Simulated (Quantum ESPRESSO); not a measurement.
# ZnTaMo4TiCu: input and log of a self-consistent run

Simulated, not a measurement. The program is pw.x of Quantum ESPRESSO 7.5 (plane-wave density functional theory). The cell is made up: eight metal atoms on a hexagonal close-packed lattice, with elements, volume, strain and displacements drawn at random and not relaxed, so it may be unstable or far from any real phase. PseudoDojo standard norm-conserving files set the functional (PBE unless stated); there is no spin polarisation or spin-orbit coupling, the Fermi-Dirac width of 0.25 eV means electrons at about 2900 K, and the masses in the input are unused placeholders. The copper pseudopotential is less sure than most, with forces differing by about three percent and pressure by about two GPa from a second method on plain copper. Heavy elements are run without spin-orbit coupling, which real alloys of them have. A spin test at this wide smearing found no moment, but such smearing suppresses magnetism that the real alloy may have.

Input:

```
&control calculation='scf', pseudo_dir='./dojo.nc.sr.pbe.v0_5.standard.upf', outdir='./o', disk_io='minimal', tprnfor=.true., tstress=.true. /
&system ibrav=0, nat=8, ntyp=5, nbnd=76, ecutwfc=92.02030273, nosym=.true., tot_charge=0,
 occupations='smearing', smearing='fd', degauss=0.0183746611
/
&electrons conv_thr=1.470e-08, electron_maxstep=70, mixing_beta=0.5 /
ATOMIC_SPECIES
Cu 1.0 Cu.upf
Mo 1.0 Mo.upf
Ta 1.0 Ta.upf
Ti 1.0 Ti.upf
Zn 1.0 Zn.upf
CELL_PARAMETERS angstrom
0.0 0.0 -4.3964
0.0 4.7829 0.0
5.5228 0.0 0.0
ATOMIC_POSITIONS angstrom
Zn -0.0705 -0.0432 0.0526
Ta 2.7631 -0.1391 -0.0617
Mo 1.31 2.4403 0.0067
Ti 4.1886 2.4123 -0.034
Cu 0.0068 1.5963 -2.2159
Mo 2.7973 1.5681 -2.1545
Mo 1.3877 3.9796 -2.191
Mo 4.1081 3.9567 -2.2244
K_POINTS automatic
5 5 4 1 1 1
```

The log is shortened where brackets say so; the opening notice, blank lines, dates and the lines on written files are dropped, and the path of the files is cut. It prints rydbergs, bohrs and kilobars, and counts compression as positive stress. Its total energy is the free energy E - TS of the whole cell.

```
     Program PWSCF v.7.5
     Parallel version (MPI & OpenMP), running on       4 processor cores
     Number of MPI processes:                 4
     Threads/MPI process:                     1
     [start-up lines left out]
     bravais-lattice index     =            0
     lattice parameter (alat)  =       8.3080  a.u.
     unit-cell volume          =     783.6902 (a.u.)^3
     number of atoms/cell      =            8
     number of atomic types    =            5
     number of electrons       =       120.00
     number of Kohn-Sham states=           76
     kinetic-energy cutoff     =      92.0203  Ry
     charge density cutoff     =     368.0812  Ry
     scf convergence threshold =      1.5E-08
     mixing beta               =       0.5000
     number of iterations used =            8  plain     mixing
     Exchange-correlation= PBE
                           (   1   4   3   4   0   0   0)
     [axes and pseudopotential details left out]
   Cartesian axes
     site n.     atom                  positions (alat units)
         1        Zn     tau(   1) = (  -0.0160358  -0.0098262   0.0119643  )
         2        Ta     tau(   2) = (   0.6284915  -0.0316395  -0.0140342  )
         3        Mo     tau(   3) = (   0.2979711   0.5550678   0.0015240  )
         4        Ti     tau(   4) = (   0.9527341   0.5486989  -0.0077336  )
         5        Cu     tau(   5) = (   0.0015467   0.3630925  -0.5040260  )
         6        Mo     tau(   6) = (   0.6362706   0.3566782  -0.4900600  )
         7        Mo     tau(   7) = (   0.3156446   0.9051952  -0.4983623  )
         8        Mo     tau(   8) = (   0.9344236   0.8999864  -0.5059594  )
     number of k points=    50  Fermi-Dirac smearing, width (Ry)=  0.0184
                       cart. coord. in units 2pi/alat
        k(    1) = (   0.0995057   0.0919191  -0.1000000), wk =   0.0400000
        k(    2) = (   0.2985171   0.0919191  -0.1000000), wk =   0.0400000
     [further k points left out]
     Dense  grid:    93403 G-vectors     FFT dimensions: (  54,  60,  64)
     Estimated max dynamical RAM per process >     356.21 MB
     Estimated total dynamical RAM >       1.32 GB
     Initial potential from superposition of free atoms
     starting charge     119.9913, renormalised to     120.0000
     Starting wfcs are   80 randomized atomic wfcs
     total cpu time spent up to now is       10.9 secs
     per-process dynamical memory:   272.9 Mb
     Self-consistent Calculation
     iteration #  1     ecut=    92.02 Ry     beta= 0.50
     Davidson diagonalization with overlap
     ethr =  1.00E-02,  avg # of iterations =  3.1
     total cpu time spent up to now is       37.2 secs
     total energy              =   -1600.06193875 Ry
     estimated scf accuracy    <      12.53894738 Ry
     iteration #  2     ecut=    92.02 Ry     beta= 0.50
     Davidson diagonalization with overlap
     ethr =  1.00E-02,  avg # of iterations =  3.0
     total cpu time spent up to now is       63.3 secs
     total energy              =   -1605.66533961 Ry
     estimated scf accuracy    <      40.18088702 Ry
     iteration #  3     ecut=    92.02 Ry     beta= 0.50
     Davidson diagonalization with overlap
     ethr =  1.00E-02,  avg # of iterations =  2.7
     total cpu time spent up to now is       86.8 secs
     total energy              =   -1608.06793549 Ry
     estimated scf accuracy    <      14.13626595 Ry
     iteration #  4     ecut=    92.02 Ry     beta= 0.50
     Davidson diagonalization with overlap
     ethr =  1.00E-02,  avg # of iterations =  1.0
     total cpu time spent up to now is      105.7 secs
     total energy              =   -1608.58715624 Ry
     estimated scf accuracy    <       3.83834299 Ry
     iteration #  5     ecut=    92.02 Ry     beta= 0.50
     Davidson diagonalization with overlap
     ethr =  3.20E-03,  avg # of iterations =  3.3
     total cpu time spent up to now is      127.3 secs
     total energy              =   -1608.38350139 Ry
     estimated scf accuracy    <       2.19894995 Ry
     [iterations 6 to 15 left out]
     iteration # 16     ecut=    92.02 Ry     beta= 0.50
     Davidson diagonalization with overlap
     ethr =  1.30E-08,  avg # of iterations =  1.0
     total cpu time spent up to now is      310.9 secs
     total energy              =   -1608.30025241 Ry
     estimated scf accuracy    <       0.00000108 Ry
     iteration # 17     ecut=    92.02 Ry     beta= 0.50
     Davidson diagonalization with overlap
     ethr =  8.98E-10,  avg # of iterations =  2.3
     total cpu time spent up to now is      333.0 secs
     total energy              =   -1608.30025258 Ry
     estimated scf accuracy    <       0.00000022 Ry
     iteration # 18     ecut=    92.02 Ry     beta= 0.50
     Davidson diagonalization with overlap
     ethr =  1.81E-10,  avg # of iterations =  2.4
     total cpu time spent up to now is      353.7 secs
     total energy              =   -1608.30025260 Ry
     estimated scf accuracy    <       0.00000014 Ry
     iteration # 19     ecut=    92.02 Ry     beta= 0.50
     Davidson diagonalization with overlap
     ethr =  1.19E-10,  avg # of iterations =  1.9
     total cpu time spent up to now is      374.1 secs
     total energy              =   -1608.30025261 Ry
     estimated scf accuracy    <       0.00000002 Ry
     iteration # 20     ecut=    92.02 Ry     beta= 0.50
     Davidson diagonalization with overlap
     ethr =  1.87E-11,  avg # of iterations =  2.3
     total cpu time spent up to now is      394.1 secs
     End of self-consistent calculation
     [lines on levels left out]
!    total energy              =   -1608.30025261 Ry
     estimated scf accuracy    <          3.0E-09 Ry
     smearing contrib. (-TS)   =      -0.11855719 Ry
     internal energy E=F+TS    =   -1608.18169543 Ry
     The total energy is F=E-TS. E is the sum of the following terms:
     one-electron contribution =    -636.24521142 Ry
     hartree contribution      =     389.31241087 Ry
     xc contribution           =    -221.77317432 Ry
     ewald contribution        =   -1139.47572055 Ry
     convergence has been achieved in  20 iterations
     Forces acting on atoms (cartesian axes, Ry/au):
     atom    1 type  5   force =     0.02734897    0.04162819   -0.01932983
     atom    2 type  3   force =    -0.03169543    0.03805288    0.03844196
     atom    3 type  2   force =     0.03021204   -0.03390012    0.00937650
     atom    4 type  4   force =     0.00335381   -0.04640786    0.01320833
     atom    5 type  1   force =    -0.00035840   -0.02632763    0.00399483
     atom    6 type  2   force =    -0.02319721    0.06767897   -0.02784415
     atom    7 type  2   force =    -0.03968955   -0.02679950   -0.01307275
     atom    8 type  2   force =     0.03402577   -0.01392493   -0.00477489
     Total force =     0.147364     Total SCF correction =     0.000119
     Computing stress (Cartesian axis) and pressure
          total   stress  (Ry/bohr**3)                   (kbar)     P=      201.30
   0.00144191   0.00002189  -0.00000898          212.11        3.22       -1.32
   0.00002189   0.00105391  -0.00004713            3.22      155.04       -6.93
  -0.00000898  -0.00004713   0.00160948           -1.32       -6.93      236.76
     init_run     :     10.10s CPU     10.57s WALL (       1 calls)
     electrons    :    374.39s CPU    383.28s WALL (       1 calls)
     forces       :      3.63s CPU      3.69s WALL (       1 calls)
     stress       :     12.15s CPU     12.22s WALL (       1 calls)
     [timing details left out]
     PWSCF        :   6m40.57s CPU   6m50.18s WALL
     JOB DONE.
```

In other units: free energy -21882.040 eV for the cell, pressure 20.13 GPa, largest force component 1.740 eV/Å in size. The run took 412 s of wall time with four MPI processes on a shared machine (Intel Xeon, 2023 or later, virtual cores), so the time is rough. A rerun of this cell at a higher cutoff and on a denser mesh moved values by no more than 0.006 eV in energy, 0.09 GPa in stress and 0.020 eV/Å in force, and a second program with other atomic files agreed on that cell to 2 % rms in force and 0.5 GPa in pressure.